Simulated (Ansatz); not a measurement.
Ansatz (a program for electronic structure) input:

Ansatz 0.2 input:
```yaml
crystal:
  lattice:
    - [4.7961304177, 0.0, 0.0]
    - [-2.3980652088, 4.1535707816, 0.0]
    - [0.0, 0.0, 6.5779163102]
  atoms:
    - { symbol: Nb, position: [0.5, 0.5, 0.6666666667] }
    - { symbol: Nb, position: [0.0, 0.5, 0.3333333333] }
    - { symbol: Nb, position: [0.5, 0.0, 0.0] }
    - { symbol: Si, position: [0.6834371148, 0.8417185574, 0.3333333333] }
    - { symbol: Si, position: [0.8417185574, 0.6834371148, 0.0] }
    - { symbol: Si, position: [0.1582814426, 0.8417185574, 0.6666666667] }
    - { symbol: Si, position: [0.3165628852, 0.1582814426, 0.3333333333] }
    - { symbol: Si, position: [0.1582814426, 0.3165628852, 0.0] }
    - { symbol: Si, position: [0.8417185574, 0.1582814426, 0.6666666667] }
kpoints:
  mp_grid: { grid: [10, 10, 6] }
hamiltonian:
  xc: r2scan
  pseudopotentials: { kind: paw }
scf:
  occupations: { method: gaussian, width: 0.05 }
checkpoint: { read: metal.run }
output: { write_density: true, elf: true, volumetric_format: npy }
```

Output (shortened):

```
Pseudopotential: Nb, paw, valence charge 13
Pseudopotential: Si, paw, valence charge 4
Functional definition: r2SCAN
Crystal: 9 atoms, lattice volume = 131.039 Å³
Basis set: ecut = 500 eV, 3305 PW (Γ), exchange–correlation on 144×144×192 points (64 copies of the dense FFT grid, shifted against one another)
Bands: 50, of which v1, the nominal top of the filled ones, is band 32 counted from 1 (31 counted from 0)
Symmetry: 12 space group operations
Space group: P6422 (ITA 181), of the structure as read, at distance tolerance 5.1e-5 Å
k-points: 56 of 600 (time reversal used)
Stability of the state it starts from, as read at its close in the unpolarized treatment …
iter 1 solved again at ethr=1.35e-7 eV; its pass at ethr=3.10e-3 eV (dr2=8.48e-5 eV) is discarded
SCF iter   1: F=—  HF=-17530.104986 eV  |F-HF|=—  |Δ(HF+E_count)|=         —  Δρ=3.53e-7  dr2=1.24e-10  dr2_τ=1.98e-11  ethr=1.35e-7  ⟨swp⟩=3.6  Hψ=19658  notcnv=0
preconditioner: auto → Resta (q_TF=auto, 2.415 Å⁻¹)
SCF iter   2: F=-17530.104986 eV  HF=-17530.104986 eV  |F-HF|=4.00e-11  |Δ(HF+E_count)|=   1.39e-7  Δρ=1.85e-7  dr2=6.13e-11  dr2_τ=1.85e-11  ethr=1.00e-12  ⟨swp⟩=8.2  Hψ=11472  notcnv=0
SCF 1 converged in 2 iterations: F = -17530.104986 eV  dr2 = 6.13e-11
SCF converged after 2 iterations
Free energy (F): -17530.104986 eV
Harris-Foulkes:  -17530.104986 eV  (|F-HF|=4.00e-11)
Internal energy: -17530.102988 eV  (E = F + TS)
E sigma→0 (E₀):  -17530.103987 eV
Entropy (-TS):   -0.001998 eV (-0.222 meV/atom)
Fermi energy:    14.582989 eV
--- Per-component energies (eV) ---
  E_band       = -183.689910
  E_kinetic    = 1442.056805
  E_local      = -2780.532869  (includes V_loc(G=0)·N_el)
  E_nonlocal   = 501.157176
  E_hartree    = 979.645922
  E_xc         = -828.597693
  E_vxc        = -1025.379672  (∫ρ·V_xc dr)
  E_paw        = -12386.312626  (= ΣΔE_a)
  E_vpaw       = -337.747774  (= ΣTr[D̂ρ^β])
  E_aug_tail   = 0.000037  (compensation charges beyond the density's cutoff)
  E_vtau       = 57.464199  (kinetic-family band-sum trace: ∫τ·v_τ [+ j·A + Jᵃ·Aᵃ] dr)
  E_ewald      = -4456.483850
  E_core_change = -1.035890  (= ΣΔE_core)
  E_smearing   = -0.001998  (= −TS)
  E_closure    = 0.000000  (closes the sum)
  Σ components = -17530.104986   (vs F -17530.104986, Δ=0.00e0)
  [band-id]    e_kinetic+e_local+e_nonlocal+2·e_hartree+e_vxc+e_vpaw+e_augmentation_tail+e_vtau = -183.690254   (vs E_band -183.689910, Δ=-3.44e-4)
--- Band table (eV; the first three rows and the last of 56) ---
  k-point 0: bands = ["-41.8828", "-41.8409", "-41.8409", "-17.4238", "-17.4238", "-17.4185", "-17.3563", "-17.3563", "-17.2300", "-17.2126", "-17.2019", "-17.2019", "1.0581", "4.3733", "4.3733", "7.9502", "8.5700", "8.5700", "8.8478", "8.8478", "9.7922", …
  k-point 1: bands = ["-41.8811", "-41.8500", "-41.8336", "-17.4563", "-17.4126", "-17.3821", "-17.3639", "-17.3514", "-17.2325", "-17.2273", "-17.2221", "-17.1773", "1.1685", "3.5033", "5.2484", "8.0424", "8.2779", "8.7011", "8.9187", "9.2138", "9.7650", …
  k-point 2: bands = ["-41.8762", "-41.8596", "-41.8288", "-17.4768", "-17.3964", "-17.3698", "-17.3568", "-17.3352", "-17.2490", "-17.2433", "-17.2388", "-17.1602", "1.4932", "2.6981", "6.0592", "8.0870", "8.3016", "8.6651", "8.7375", "9.2568", "9.6797", …
  k-point 55: bands = ["-41.8681", "-41.8505", "-41.8452", "-17.4810", "-17.4527", "-17.4515", "-17.3319", "-17.3134", "-17.2655", "-17.2038", "-17.2023", "-17.1709", "3.7294", "3.7978", "4.5424", "5.6044", "5.7634", "7.2123", "9.2138", "9.4467", "10.0114", …
```

Cost: roughly 30 core-seconds on shared cores.

Space group P6_422. The first step of the workflow began from a Materials Project structure, measured or hypothetical; the Crystallography Open Database files this formula in space group No. 181, but the cells were not matched. Whether it is the stable phase at ambient conditions was not checked. Symmetry was held in the r²SCAN relaxation; whether a distortion lowers the energy is not shown. The run is not spin-polarised. Spin–orbit coupling is left out wherever it is not named.

Potentials: the later of the program's two PAW sets.

Ansatz is a plane-wave DFT program.
